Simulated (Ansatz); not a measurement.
Compressing MgO: a fit and a missing row

MgO, Fm-3m, a = 4.204 Å. Ansatz: r2SCAN, PAW, 500 eV, Γ-centred 10×10×10 mesh on 2 atoms, Gaussian smearing 0.02 eV; no spin polarisation. Symmetry fixes shape and atoms, so the cell is only scaled; pressure is positive in compression.

```tsv
V (Å³/atom)	P (GPa)
8.175	?
8.454	19.08
8.732	11.72
9.011	5.42
9.290	0.01
9.568	-4.63
9.847	-8.62
10.219	-13.08
```

Take V0 = 9.290 Å³/atom, count pressures from its P0 = 0.01 GPa, fit the third-order Birch–Murnaghan form to the other rows, and predict the missing pressure.

With the Eulerian strain f = ½[(V0/V)^(2/3) − 1] and y = (P − P0)/[3f(1 + 2f)^(5/2)], the form is the line y = B0 + 1.5 B0 (B0′ − 4) f. Rows (f, y): 0.03244, 167.5; 0.02108, 167.0; 0.01027, 166.9; -0.00973, 167.0; -0.01904, 166.5; -0.03078, 166.2. Means f = 0.0007067, y = 166.85; Σ(Δf)² = 0.003004, ΣΔfΔy = 0.04997; the slope is their ratio. y = 166.8 + 16.64 f GPa, so B0 = 166.8 GPa and B0′ = 4 + 2 × (16.64)/(3 × 166.8) = 4.07. At V = 8.175, f = 0.04449, y = 167.54 and P = 27.68 GPa. The run gave 27.70 GPa, so the fit is 0.02 GPa too low, a small miss on the scale of the series.